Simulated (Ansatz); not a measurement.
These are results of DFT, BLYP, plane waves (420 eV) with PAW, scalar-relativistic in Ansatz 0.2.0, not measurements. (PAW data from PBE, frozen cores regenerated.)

An element in the omega (AlB2-type) structure gives this curve. The cell is scaled uniformly from the relaxed one, with fractional coordinates and shape fixed. Energies are extrapolated to zero smearing, pressures are those at the given smearing. Magnetic state: spin not included.

```
V (Å³/atom)  E − E₀ (meV/atom)  P (GPa)
     30.920               61.3     5.31
     32.326               24.9     3.12
     33.731                5.7     1.39
     35.137                0.0     0.01
     36.542                5.1    -1.08
     37.948               18.7    -1.96
     39.353               39.2    -2.65
```

Question: Which element is it?
A. lead
B. lanthanum
C. yttrium
D. indium

Answer: A. Its fit is V₀ = 35.13 Å³/atom, B₀ = 31 GPa, B₀′ = 4.7.
